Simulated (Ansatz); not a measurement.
NiPt in space group R-3m (No. 166; Ni on 3a, Pt on 3b) under volume change, plane-wave PAW r²SCAN (Ansatz code), shape and atoms relaxed at each volume.

| V (Å³/atom) | E − E(relaxed) (meV/atom) | P (GPa) |
|---|---|---|
| 12.183 | 90.5 | 26.47 |
| 12.584 | 37.7 | 15.98 |
| 12.986 | 8.8 | 7.27 |
| 13.388 | 0.0 | 0.00 |
| 13.789 | ? | ? |
| 14.191 | 29.6 | -11.16 |
| 14.593 | ? | ? |

Task: Fill in the missing entries.

Result: 
- 13.789, E − E(relaxed) (meV/atom): 7.8
- 13.789, P (GPa): -6.08
- 14.593, E − E(relaxed) (meV/atom): 63.1
- 14.593, P (GPa): -15.42

Task: What does a third-order Birch–Murnaghan fit give for V₀, B₀ and B′?

Result: V₀ = 13.39 Å³/atom, B₀ = 222 GPa, B′ = 5.0.

The workflow started from a Materials Project entry (that database holds measured and hypothetical structures alike); the Crystallography Open Database copy checked does not list it. With Ni and Pt taken as one species the cell has the higher symmetry Fm-3m, so it may be an ordered model of a mixed-site phase. Whether it is the stable phase at ambient conditions was not checked. The cell was relaxed with r²SCAN under the symmetry of its start; whether a distortion lowers the energy is not shown. Magnetic state: ferromagnetic, chosen from 5 collinear starts compared on coarse meshes (ties went to the first, and starts can fall back to one state), not a proven ground state. Other orbital occupations within this spin state were not tried. Scalar-relativistic: spin–orbit coupling is off unless named, which matters more the heavier the elements.

Potentials: the later of the program's two PAW sets.
